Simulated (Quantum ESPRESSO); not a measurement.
Li2Ta2InSnAu2 (simulated cell) (calculated)

Computed with Quantum ESPRESSO 7.5. Calculation on a made-up metal alloy cell, not a measurement: no spin or spin-orbit, unrelaxed, 2900 K smearing, stress positive in tension, cell energy less fitted offsets; periodic Kohn-Sham density functional theory in plane waves with PseudoDojo standard norm-conserving scalar-relativistic pseudopotentials, each functional with its own files (v0.5 for PBE, v0.4.1 for LDA and PBEsol), eight atoms on drawn sites of a strained close-packed or body-centred lattice, each displaced and held fixed; the energy is the cell's free energy, ions and the entropy term -TS included, at the stated Fermi-Dirac width, less a fixed offset for each atom's element (shifted free energy); compositions with an open d shell lost a parallel starting moment in a cheaper test run, and other magnetic orders were not tried; an error bar is the largest change of its kind in a tighter rerun, never given below 0.002 eV, 0.02 GPa or 0.003 eV/angstrom, and covers cutoff and k-mesh only, not smearing or the files.

Settings shared by all entries: lattice type hexagonal close-packed; functional pbe; cutoff 1034 eV; fermi dirac smearing 0.25 eV; electrons removed 0; run command mpirun -np 4 pw.x -nk 4 -in in; run processor AMD EPYC, Zen 5, virtual cores; k mesh 5 x 5 x 4 shifted half a step off Gamma on each axis.

Notes on all entries: the tin pseudopotential is less sure than most, with forces differing by about three percent from a second method on plain tin; heavy elements are run without spin-orbit coupling, which real alloys of them have; a spin test at this wide smearing found no moment, but such smearing suppresses magnetism that the real alloy may have; lattice, volume and sites are drawn at random and may be unstable or far from any real phase; energies are for the whole cell, less offsets fitted to these runs, so they are not formation energies; error bars: energy 0.0032 eV, stress 0.062 GPa, force 0.0047 eV/Å, from a tighter rerun of a related cell, whose elements or sites may differ.

```json
{"entry": 1, "formula": "Li2Ta2InSnAu2", "kind": "simulated cell", "structure": {"cell_angstrom": [[0.0653, 0.032, -4.8896], [0.0289, 5.236, -0.0349], [6.2193, 0.0333, -0.0822]], "atoms_fractional": [["Au", -0.0048, 0.01028, -0.00455], ["Li", -0.01027, 0.00827, 0.4931], ["Sn", 0.01324, 0.48046, 0.24565], ["In", -0.00636, 0.50325, 0.75367], ["Ta", 0.49782, 0.33333, -0.00444], ["Ta", 0.49434, 0.3245, 0.49236], ["Au", 0.50245, 0.84226, 0.24753], ["Li", 0.49144, 0.83777, 0.75341]]}, "settings": {"atom_site": [1, 2, 3, 4, 5, 6, 7, 8], "atom_energy_offset [eV]": [-4032.82, -195.67, -2144.16, -1808.02, -1771.44, -1771.44, -4032.82, -195.67]}, "results": {"entropy_term_negative_ts [eV]": -1.171, "pressure [GPa]": -5.49, "stress_xx [GPa]": 8.7, "stress_yy [GPa]": 2.33, "stress_zz [GPa]": 5.45, "stress_yz [GPa]": -0.38, "stress_xz [GPa]": -0.74, "stress_xy [GPa]": 0.95, "force_site": [1, 2, 3, 4, 5, 6, 7, 8], "force_x [eV/angstrom]": [-0.278, -0.079, 0.407, -0.369, 0.163, -0.263, 0.383, 0.035], "force_y [eV/angstrom]": [-0.206, -0.434, -0.004, -0.171, -0.686, 1.072, 0.464, -0.034], "force_z [eV/angstrom]": [-0.058, -0.08, 0.582, -0.068, -0.12, -0.265, 0.008, 0.0], "shifted_free_energy [eV]": -0.992}, "notes": ["12 SCF iterations, 106 s of wall time on a shared machine"]}
{"entry": 2, "formula": "Li2Ta2InSnAu2", "kind": "simulated cell", "structure": {"cell_angstrom": [[0.0653, 0.032, -4.8896], [0.0289, 5.236, -0.0349], [6.2193, 0.0333, -0.0822]], "atoms_fractional": [["Ta", -0.0048, 0.01028, -0.00455], ["In", -0.01027, 0.00827, 0.4931], ["Au", 0.01324, 0.48046, 0.24565], ["Li", -0.00636, 0.50325, 0.75367], ["Sn", 0.49782, 0.33333, -0.00444], ["Li", 0.49434, 0.3245, 0.49236], ["Au", 0.50245, 0.84226, 0.24753], ["Ta", 0.49144, 0.83777, 0.75341]]}, "settings": {"atom_site": [1, 2, 3, 4, 5, 6, 7, 8], "atom_energy_offset [eV]": [-1771.44, -1808.02, -4032.82, -195.67, -2144.16, -195.67, -4032.82, -1771.44]}, "results": {"entropy_term_negative_ts [eV]": -1.18, "pressure [GPa]": -5.93, "stress_xx [GPa]": 8.42, "stress_yy [GPa]": 2.66, "stress_zz [GPa]": 6.71, "stress_yz [GPa]": -0.2, "stress_xz [GPa]": -0.64, "stress_xy [GPa]": 1.58, "force_site": [1, 2, 3, 4, 5, 6, 7, 8], "force_x [eV/angstrom]": [-0.322, 0.359, -0.213, -0.123, -1.046, -0.276, 0.564, 1.056], "force_y [eV/angstrom]": [-1.015, -0.48, 0.202, -0.037, 0.563, 0.201, -0.12, 0.686], "force_z [eV/angstrom]": [-0.111, -0.163, 0.15, -0.045, 0.036, 0.015, 0.042, 0.077], "shifted_free_energy [eV]": -1.206}, "notes": ["13 SCF iterations, 113 s of wall time on a shared machine"]}
```
